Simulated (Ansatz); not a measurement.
Cd₃Te₂Se (I-4m2) at 3 levels of theory

One geometry, relaxed with PBE; plane waves with PAW potentials in Ansatz, scalar-relativistic. No spin polarisation. Gaps are the least over mesh and band path; pressure is positive in compression.

```cif
data_structure
_symmetry_space_group_name_H-M 'P 1'
_symmetry_Int_Tables_number 1
_cell_length_a 10.2224
_cell_length_b 10.2224
_cell_length_c 10.2224
_cell_angle_alpha 154.088
_cell_angle_beta 154.088
_cell_angle_gamma 36.971
_cell_volume 203.69
loop_
_atom_site_label
_atom_site_type_symbol
_atom_site_fract_x
_atom_site_fract_y
_atom_site_fract_z
_atom_site_occupancy
Cd1 Cd 0.82558 0.82558 0.00000 1
Cd2 Cd 0.50000 0.50000 0.00000 1
Cd3 Cd 0.17442 0.17442 0.00000 1
Te1 Te 0.41267 0.91266 0.50000 1
Te2 Te 0.08734 0.58734 0.50000 1
Se1 Se 0.75000 0.25000 0.50000 1
```

```
 level  cutoff (eV)    k mesh  gap (eV)  pressure (GPa)
   PBE          420  12×12×12      0.46             0.0
r2SCAN          500  12×12×12      0.93            -1.1
   LDA          420  12×12×12      0.20            -3.7
```

Spin-orbit coupling matters for the bands of heavy elements and is left out.

The structure comes from a generated guess; another structure or a mixture of phases may lie lower.
